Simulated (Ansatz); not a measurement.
NaI: do energies and stresses tell the same story?

Theory: DFT r2SCAN, scalar-relativistic, plane waves, PAW in Ansatz 0.2.0.

Cutoff 500 eV; k points 6×6×6 on the computed 2-atom cell (Γ-centred); Gaussian smearing, width 0.02 eV; no spin polarisation.

Relaxed cell: Fm-3m, a = 6.467 Å, b = 6.467 Å, c = 6.467 Å, α = 90.00°, β = 90.00°, γ = 90.00°, 2 atoms in the primitive cell.

Energies at zero smearing and pressures from the stress tensor, at volumes with shape and atoms relaxed:
```
V (Å³/atom) E − E(first) (meV/atom) P (GPa)
     29.748                     0.00    2.893
     30.762                   -15.26    1.955
     31.776                   -25.07    1.169
     32.790                   -30.33    0.509
     33.805                   -31.74   -0.046
     34.819                   -29.93   -0.513
     35.833                   -25.40   -0.905
     37.185                   -15.90   -1.332
```

Task: Check P = −dE/dV between neighbouring volumes, and get the bulk modulus from the pressures alone.

Result: With 1 eV/Å³ = 160.2 GPa:
```
middle V (Å³/atom)  −ΔE/ΔV (GPa) mean P (GPa)
            30.255         2.411         2.424
            31.269         1.549         1.562
            32.283         0.830         0.839
            33.297         0.224         0.231
            34.312        -0.286        -0.279
            35.326        -0.716        -0.709
            36.509        -1.126        -1.118
```

The two differ by 0.013 GPa at most. The mean of two end pressures misses the average over a step by about ΔV² P″/12, up to 0.014 GPa here; with that taken off 0.002 GPa remains. Around V = 33.805 Å³/atom, the two neighbours give B = −V ΔP/ΔV = 33.805 × 1.022 / 2.028 = 17.0 GPa, against B0 = 17.2 GPa from the Birch–Murnaghan fit of the energies.

Cost: 9 runs of about 2.2 core-minutes in all, on Intel Xeon Processor @ 2.50GHz (Skylake/Cascade Lake) (shared hosts).